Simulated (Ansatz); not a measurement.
Consider the following.

SiO2 (space group P3_221)

```yaml
crystal:
  lattice:
    - [4.92339, 0.00000, 0.00000]
    - [-2.46169, 4.26378, 0.00000]
    - [0.00000, 0.00000, 5.41794]
  atoms:
    - { symbol: Si, position: [0.00000, 0.46928, 0.33333] }
    - { symbol: Si, position: [0.53072, 0.53072, 0.00000] }
    - { symbol: Si, position: [0.46928, 0.00000, 0.66667] }
    - { symbol: O, position: [0.14480, 0.73161, 0.54829] }
    - { symbol: O, position: [0.26839, 0.41319, 0.21495] }
    - { symbol: O, position: [0.58681, 0.85520, 0.88162] }
    - { symbol: O, position: [0.73161, 0.14480, 0.45171] }
    - { symbol: O, position: [0.41319, 0.26839, 0.78505] }
    - { symbol: O, position: [0.85520, 0.58681, 0.11838] }
```

The volume is varied about the relaxed value V₀ at fixed cell shape. The atoms relax within the cell's symmetry.

Computed with r2SCAN (plane waves to 500 eV, PAW, scalar-relativistic; Ansatz, a quantum-chemistry and plane-wave program). k mesh 8×8×6 (Γ-centred), Fermi-Dirac smearing 0.05 eV. Energies are smeared free energies. Compression counts positive. With the shape held, the modulus is that of even scaling; a crystal free to change shape is softer. SiO2 was relaxed with its symmetry unable to fall. The zero of ΔE is the relaxed starting cell.

The scan covers V/V₀ from 0.940 to 1.060 in 9 points.

**Question.** What is ΔE at V/V₀ = 0.940?

**Answer.** 6.0 meV/atom.

**Question.** What pressure does the cell carry at V/V₀ = 0.940?

**Answer.** 2.79 GPa.

**Question.** What is ΔE at V/V₀ = 1.060?

**Answer.** 5.0 meV/atom.

(A scan under strain: stresses follow from slopes of the energy per volume, elastic moduli from its curvatures.)
